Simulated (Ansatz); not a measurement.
ZrCu$_{5}$ (space group F-43m)

```yaml
crystal:
  lattice:
    - [0.00000, 3.39430, 3.39430]
    - [3.39430, 0.00000, 3.39430]
    - [3.39430, 3.39430, 0.00000]
  atoms:
    - { symbol: Zr, position: [0.00000, 0.00000, 0.00000] }
    - { symbol: Cu, position: [0.25000, 0.25000, 0.25000] }
    - { symbol: Cu, position: [0.62422, 0.62422, 0.62422] }
    - { symbol: Cu, position: [0.62422, 0.62422, 0.12735] }
    - { symbol: Cu, position: [0.62422, 0.12735, 0.62422] }
    - { symbol: Cu, position: [0.12735, 0.62422, 0.62422] }
```

The slice is a {111} plane (indices of the conventional cell) through the point (0.624, 0.624, 0.624) (fractional), spanned by u = [100] and v = [-1 2 0] in vectors of this cell: u (4.80 Å) and v (8.31 Å, at 90° to u). It covers one period; positions are fractions (u, v).

Method: PBEsol (plane waves to 420 eV, PAW, scalar-relativistic; Ansatz, a quantum-chemistry and plane-wave program). k mesh 12×12×12. Near the nuclei the fields are pseudised (PAW); where an atom keeps semicore shells as valence, they peak there. ZrCu5 is run without spin polarisation. ZrCu5 was relaxed with its symmetry unable to fall.

Problem. Sketch the valence electron density on this plane as a map.

Solution. 
```
|8866331111336688663311113366|
|4433110000113344331111111133|
|1100000000000011111111111111|
|0000000000000000112244442211|
|0000000000000000115577775511|
|0000000000000000226699996622|
|0000000000000000114477775511|
|0000000000000000112233332211|
|1100000000000011111111111111|
|4433110000113344331111111133|
|8866331111336688663311113366|
|9988441111448899884411114488|
|8866331111336688663311113366|
|4433111111113344331100001133|
|1111111111111111000000000000|
|0011224444221100000000000000|
|0011557777551100000000000000|
|0022669999662200000000000000|
|0011447777551100000000000000|
|0011223333221100000000000000|
|1111111111111111000000000000|
|4433111111113344331100001133|
|8866331111336688663311113366|
|9988441111448899884411114488|
```
Scale: ten equal steps from -0.77 (start of '0') to 1.84 (end of '9'), in the order '0123456789'. Values: log₁₀ of the valence density in e/Å³. The map has 14 points along u (two characters each, u = 0 at the left) and 24 along v (v = 0 in the bottom row). The scale is logarithmic, as a density can span decades between atoms and voids.
